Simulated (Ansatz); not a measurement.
## Field gradients of SiO₂ from run to run

Cell of run 1: an entry of the Crystallography Open Database (COD), atoms as given.

Space group P4_12_12 (No. 92); a = 4.9717, c = 6.9223 Å.

| site | Wyckoff | site symmetry | x | y | z |
| --- | --- | --- | --- | --- | --- |
| Si | 4a | ..2 | 0.3003 | 0.3003 | 0.0000 |
| O | 8b | 1 | 0.2392 | 0.1044 | 0.1787 |

One atom of each set is listed.

Relaxed positions (PBE, cell held):

Si (0.3054, 0.3054, 0.0000)
O (0.2367, 0.1168, 0.1854)

All runs are DFT with Ansatz 0.2.0 (plane waves and PAW, scalar-relativistic unless spin–orbit coupling is named, Γ-centred meshes, Fermi–Dirac smearing where given) in this cell.

Run 1: PBE, gradients read without the response of the cores, atoms as given; 420 eV, 5×5×4 k-points, smearing 0.02 eV.
Run 2: PBE, gradients read without the response of the cores, atoms relaxed; 420 eV, 5×5×4 k-points, smearing 0.02 eV.
Run 3: r2SCAN, gradients read without the response of the cores, at the relaxed atoms; 500 eV, 5×5×4 k-points, smearing 0.02 eV.

```csv
run,Si V_zz (η),O V_zz (η)
1,-0.33 (0.97),9.39 (0.14)
2,-0.35 (0.82),9.74 (0.20)
3,?,?
```

V_zz in 10²¹ V/m².

Q: Estimate the row of run 3.

A: Si: -0.34 (0.77); O: 9.66 (0.20). It lies nearest to run 2, from whose tensors on these sites it differs by 0.09 at most (largest principal value of the difference, on O). Taken one at a time, the positions of the atoms (as given or relaxed) move the tensors on these sites by up to 0.53 (largest principal value of the change, on O), the functional (r2SCAN with its higher cutoff) by 0.09 (O).

In runs 1, 3 the atoms aren't at the calculated equilibrium (largest force 0.47, 0.31 eV/Å). The cell isn't the equilibrium one in run 1 (calculated pressure 8 GPa), and the entry's cell may itself be off.
